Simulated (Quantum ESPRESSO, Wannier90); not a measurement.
**Wannierisation of Ir (fcc (Cu type))**

Cell from Materials Project (mp-101), symmetrised, no further relaxation. This is the element's usual structure. Level: PBEsol, spinors with spin-orbit coupling; pw.x of Quantum ESPRESSO at 55 Ry with PseudoDojo potentials, 10×10×10 k-points, Wannier90. Density: 18×18×18 mesh, cold smearing 0.01 Ry.

On the energy scale of pw.x, whose zero is arbitrary, the Fermi level lies at 25.50 eV.

Input w.win:

```
num_bands = 34
num_wann = 18
exclude_bands = 1-8
spinors = true
num_iter = 800
conv_tol = 1.0e-6
conv_window = 4
dis_num_iter = 1000
dis_conv_tol = 1.0e-6
write_hr = true
write_u_matrices = true
begin projections
f=-0.00594,0.00469,-0.01691: s;p;d
end projections
begin unit_cell_cart
ang
    0.0000000000    1.9269650000    1.9269650000
    1.9269650000    0.0000000000    1.9269650000
    1.9269650000    1.9269650000    0.0000000000
end unit_cell_cart
begin atoms_frac
Ir   0.0000000000  0.0000000000  0.0000000000
end atoms_frac
mp_grid = 10 10 10
begin kpoints
0.0000000000 0.0000000000 0.0000000000
0.0000000000 0.0000000000 0.1000000000
0.0000000000 0.0000000000 0.2000000000
... (997 more lines: the 10x10x10 mesh through Gamma)
end kpoints
```

Input of pw2wannier90.x that gives the overlap and projection files (equivalent; here they were cut from one run over all bands):

```
&inputpp
  outdir = './out'
  prefix = 'pwscf'
  seedname = 'w'
  write_amn = .true.
  write_mmn = .true.
/
```

Output w.wout (banner and timings cut):

```
                                    ------
                                    SYSTEM
                                    ------

                              Lattice Vectors (Ang)
                    a_1     0.000000   1.926965   1.926965
                    a_2     1.926965   0.000000   1.926965
                    a_3     1.926965   1.926965   0.000000

                   Unit Cell Volume:      14.31039  (Ang^3)

                        Reciprocal-Space Vectors (Ang^-1)
                    b_1    -1.630332   1.630332   1.630332
                    b_2     1.630332  -1.630332   1.630332
                    b_3     1.630332   1.630332  -1.630332

 *----------------------------------------------------------------------------*
 |   Site       Fractional Coordinate          Cartesian Coordinate (Ang)     |
 +----------------------------------------------------------------------------+
 | ir   1   0.00000   0.00000   0.00000   |    0.00000   0.00000   0.00000    |
 *----------------------------------------------------------------------------*
                                ------------
                                K-POINT GRID
                                ------------

             Grid size = 10 x 10 x 10      Total points = 1000

 *---------------------------------- MAIN ------------------------------------*
 |  Number of Wannier Functions               :                18             |
 |  Number of Objective Wannier Functions     :                18             |
 |  Number of input Bloch states              :                34             |
 |  Output verbosity (1=low, 5=high)          :                 1             |
 |  Timing Level (1=low, 5=high)              :                 1             |
 |  Optimisation (0=memory, 3=speed)          :                 3             |
 |  Length Unit                               :               Ang             |
 |  Post-processing setup (write *.nnkp)      :                 F             |
 |  Using Gamma-only branch of algorithms     :                 F             |
 *----------------------------------------------------------------------------*
 *------------------------------- WANNIERISE ---------------------------------*
 |  Total number of iterations                :               800             |
 |  Number of CG steps before reset           :                 5             |
 |  Trial step length for line search         :             2.000             |
 |  Convergence tolerence                     :         0.100E-05             |
 |  Convergence window                        :                 4             |
 |  Iterations between writing output         :                 1             |
 |  Iterations between backing up to disk     :               100             |
 |  Write r^2_nm to file                      :                 F             |
 |  Write xyz WF centres to file              :                 F             |
 |  Write on-site energies <0n|H|0n> to file  :                 F             |
 |  Use guiding centre to control phases      :                 F             |
 |  Use phases for initial projections        :                 F             |
 *----------------------------------------------------------------------------*
 *------------------------------- DISENTANGLE --------------------------------*
 |  Using band disentanglement                :                 T             |
 |  Total number of iterations                :              1000             |
 |  Mixing ratio                              :             0.500             |
 |  Convergence tolerence                     :         1.000E-06             |
 |  Convergence window                        :                 3             |
 *----------------------------------------------------------------------------*
 *-------------------------------- PLOTTING ----------------------------------*
 |  Plotting Hamiltonian in WF basis          :                 T             |
 *----------------------------------------------------------------------------*

 *---------------------------------- K-MESH ----------------------------------*
 +----------------------------------------------------------------------------+
 |                    Distance to Nearest-Neighbour Shells                    |
 |                    ------------------------------------                    |
 |          Shell             Distance (Ang^-1)          Multiplicity         |
 |          -----             -----------------          ------------         |
 |             1                   0.282382                      8            |
 |             2                   0.326066                      6            |
 |             3                   0.461128                     12            |
 |             4                   0.540720                     24            |
 |             5                   0.564764                      8            |
 |             6                   0.652133                      6            |
 |             7                   0.710645                     24            |
 |             8                   0.729107                     24            |
       ... (lines left out)
 +----------------------------------------------------------------------------+
 | The b-vectors are chosen automatically                                     |
 | The following shells are used:                       1                     |
 +----------------------------------------------------------------------------+
 |                        Shell   # Nearest-Neighbours                        |
 |                        -----   --------------------                        |
 |                          1               8                                 |
 +----------------------------------------------------------------------------+
 | Completeness relation is fully satisfied [Eq. (B1), PRB 56, 12847 (1997)]  |
 +----------------------------------------------------------------------------+
 |                  b_k Vectors (Ang^-1) and Weights (Ang^2)                  |
 |                  ----------------------------------------                  |
 |            No.         b_k(x)      b_k(y)      b_k(z)        w_b           |
 |            ---        --------------------------------     --------        |
 |             1         0.163033    0.163033   -0.163033     4.702815        |
 |             2         0.163033   -0.163033    0.163033     4.702815        |
 |             3        -0.163033    0.163033    0.163033     4.702815        |
 |             4         0.163033    0.163033    0.163033     4.702815        |
 |             5        -0.163033   -0.163033    0.163033     4.702815        |
 |             6        -0.163033    0.163033   -0.163033     4.702815        |
 |             7         0.163033   -0.163033   -0.163033     4.702815        |
 |             8        -0.163033   -0.163033   -0.163033     4.702815        |
 +----------------------------------------------------------------------------+
 |                           b_k Directions (Ang^-1)                          |
 |                           -----------------------                          |
 |            No.           x           y           z                         |
 |            ---        --------------------------------                     |
 |             1         0.163033    0.163033   -0.163033                     |
 |             2         0.163033   -0.163033    0.163033                     |
 |             3        -0.163033    0.163033    0.163033                     |
 |             4         0.163033    0.163033    0.163033                     |
 +----------------------------------------------------------------------------+

 Starting a new Wannier90 calculation ...

 Reading overlaps from w.mmn

 Reading projections from w.amn

 *------------------------------- DISENTANGLE --------------------------------*
 +----------------------------------------------------------------------------+
 |                              Energy  Windows                               |
 |                              ---------------                               |
 |                   Outer:   14.34024  to   69.46015  (eV)                   |
 |                   No frozen states were specified                          |
 +----------------------------------------------------------------------------+
   Number of target bands to extract:   18

                   Unitarised projection of Wannier functions
                   ------------------------------------------
   A_mn = <psi_m|g_n> --> S = A.A^+ --> U = S^-1/2.A
   In dis_project... done
   No inner window (linner = F)

                   Extraction of optimally-connected subspace
                   ------------------------------------------
 +---------------------------------------------------------------------+<-- DIS
 |  Iter     Omega_I(i-1)      Omega_I(i)      Delta (frac.)           |<-- DIS
 +---------------------------------------------------------------------+<-- DIS
       1      17.07099105      16.56921316       3.028E-02    <-- DIS
       2      16.79486902      16.38036372       2.531E-02    <-- DIS
       3      16.56793481      16.23029625       2.080E-02    <-- DIS
       4      16.38285195      16.10556282       1.722E-02    <-- DIS
       5      16.23046820      15.99977726       1.442E-02    <-- DIS
       6      16.10333718      15.90876442       1.223E-02    <-- DIS
       ... (lines left out)
     101      15.03409798      15.03347286       4.158E-05    <-- DIS
       ... (lines left out)
     201      15.01995578      15.01986604       5.975E-06    <-- DIS
       ... (lines left out)
     301      15.01709850      15.01707341       1.671E-06    <-- DIS
       ... (lines left out)
     345      15.01660454      15.01658957       9.973E-07    <-- DIS
     346      15.01659601      15.01658120       9.858E-07    <-- DIS
     347      15.01658757      15.01657294       9.745E-07    <-- DIS

             <<<      Delta < 1.000E-06  over  3 iterations     >>>
             <<< Disentanglement convergence criteria satisfied >>>

        Final Omega_I    15.01657294 (Ang^2)

 +----------------------------------------------------------------------------+

 Writing checkpoint file w.chk... done

 *------------------------------- WANNIERISE ---------------------------------*
 +--------------------------------------------------------------------+<-- CONV
 | Iter  Delta Spread     RMS Gradient      Spread (Ang^2)            |<-- CONV
 +--------------------------------------------------------------------+<-- CONV

 ------------------------------------------------------------------------------
 Initial State
  WF centre and spread    1  (  0.012809,  0.024024,  0.001319 )     2.10573583
  WF centre and spread    2  (  0.012830,  0.024040,  0.001311 )     2.10620284
  WF centre and spread    3  ( -0.006833, -0.011387, -0.001289 )     2.34188797
  WF centre and spread    4  ( -0.006130, -0.012543, -0.001161 )     2.34256260
  WF centre and spread    5  ( -0.011338, -0.013297,  0.000253 )     2.34266792
  WF centre and spread    6  ( -0.011796, -0.012273, -0.000834 )     2.34294284
  WF centre and spread    7  ( -0.006974, -0.023123, -0.001595 )     2.34292161
  WF centre and spread    8  ( -0.007184, -0.023214, -0.000259 )     2.34319696
  WF centre and spread    9  ( -0.000139, -0.000094,  0.001291 )     0.81082807
  WF centre and spread   10  ( -0.000083, -0.000194,  0.001275 )     0.81091903
  WF centre and spread   11  (  0.003035, -0.000828,  0.000357 )     0.74659539
  WF centre and spread   12  (  0.003048, -0.000844,  0.000301 )     0.74664304
  WF centre and spread   13  ( -0.000596,  0.005456,  0.000223 )     0.75351579
  WF centre and spread   14  ( -0.000599,  0.005398,  0.000287 )     0.75341418
  WF centre and spread   15  (  0.008142,  0.014997, -0.000422 )     0.81042262
  WF centre and spread   16  (  0.008126,  0.015073, -0.000415 )     0.81038784
  WF centre and spread   17  (  0.002698,  0.005179, -0.000070 )     0.75596866
  WF centre and spread   18  (  0.002668,  0.005227, -0.000066 )     0.75603344
  Sum of centres and spreads (  0.001685,  0.001597,  0.000505 )    26.02284663

      0     0.260E+02     0.0000000000       26.0228466300  <-- CONV
        O_D=      0.0215775 O_OD=     10.9846962 O_TOT=     26.0228466 <-- SPRD
 ------------------------------------------------------------------------------
      1    -0.187E+01     0.2341073503       24.1529026923  <-- CONV
        O_D=      0.0601604 O_OD=      9.0761694 O_TOT=     24.1529027 <-- SPRD
      2    -0.385E+00     0.2975539927       23.7678324001  <-- CONV
        O_D=      0.0264568 O_OD=      8.7248027 O_TOT=     23.7678324 <-- SPRD
      3    -0.121E+00     0.1633811751       23.6464952579  <-- CONV
        O_D=      0.0119177 O_OD=      8.6180046 O_TOT=     23.6464953 <-- SPRD
      4    -0.542E-01     0.1088241999       23.5923244785  <-- CONV
        O_D=      0.0069031 O_OD=      8.5688485 O_TOT=     23.5923245 <-- SPRD
      5    -0.192E-01     0.0654980440       23.5731501587  <-- CONV
        O_D=      0.0052423 O_OD=      8.5513349 O_TOT=     23.5731502 <-- SPRD
       ... (lines left out)
    100    -0.660E-02     0.0345868664       18.2027101576  <-- CONV
        O_D=      0.0249591 O_OD=      3.1611781 O_TOT=     18.2027102 <-- SPRD
       ... (lines left out)
    200    -0.410E-04     0.0024645895       18.0927118122  <-- CONV
        O_D=      0.0230389 O_OD=      3.0531000 O_TOT=     18.0927118 <-- SPRD
       ... (lines left out)
    300    -0.656E-06     0.0002702248       18.0918228979  <-- CONV
        O_D=      0.0230636 O_OD=      3.0521864 O_TOT=     18.0918229 <-- SPRD
    301    -0.990E-06     0.0003326960       18.0918219083  <-- CONV
        O_D=      0.0230574 O_OD=      3.0521915 O_TOT=     18.0918219 <-- SPRD
    302    -0.781E-06     0.0003452641       18.0918211273  <-- CONV
        O_D=      0.0230503 O_OD=      3.0521978 O_TOT=     18.0918211 <-- SPRD
             <<<     Delta < 1.000E-06  over  4 iterations     >>>
             <<< Wannierisation convergence criteria satisfied >>>
 Final State
  WF centre and spread    1  ( -0.002502,  0.698722, -0.001094 )     1.16861779
  WF centre and spread    2  ( -0.002063,  0.698905,  0.000416 )     1.16860311
  WF centre and spread    3  ( -0.002818, -0.002983, -0.693339 )     1.16149152
  WF centre and spread    4  ( -0.002375, -0.004888, -0.693520 )     1.16172282
  WF centre and spread    5  ( -0.686916, -0.003980,  0.001210 )     1.16042730
  WF centre and spread    6  ( -0.687250, -0.002075,  0.000078 )     1.16113415
  WF centre and spread    7  ( -0.003085, -0.680147, -0.001482 )     1.16215250
  WF centre and spread    8  ( -0.004112, -0.680199,  0.000540 )     1.16222504
  WF centre and spread    9  ( -0.003074, -0.003622,  0.694152 )     1.16163850
  WF centre and spread   10  ( -0.001568, -0.004908,  0.694300 )     1.16177870
  WF centre and spread   11  (  0.001169, -0.000580, -0.000358 )     0.68849490
  WF centre and spread   12  (  0.000888, -0.000587,  0.000034 )     0.68852353
  WF centre and spread   13  ( -0.000341,  0.001420,  0.000151 )     0.68897448
  WF centre and spread   14  ( -0.000342,  0.001843, -0.000315 )     0.68895163
  WF centre and spread   15  (  0.698777, -0.007712,  0.000968 )     1.16443372
  WF centre and spread   16  (  0.698114, -0.006832, -0.000903 )     1.16448941
  WF centre and spread   17  (  0.000724,  0.001991, -0.000035 )     0.68908316
  WF centre and spread   18  (  0.000790,  0.001609, -0.000032 )     0.68907886
  Sum of centres and spreads (  0.004017,  0.005978,  0.000770 )    18.09182113

         Spreads (Ang^2)       Omega I      =    15.016572935
        ================       Omega D      =     0.023050345
                               Omega OD     =     3.052197847
    Final Spread (Ang^2)       Omega Total  =    18.091821127
```
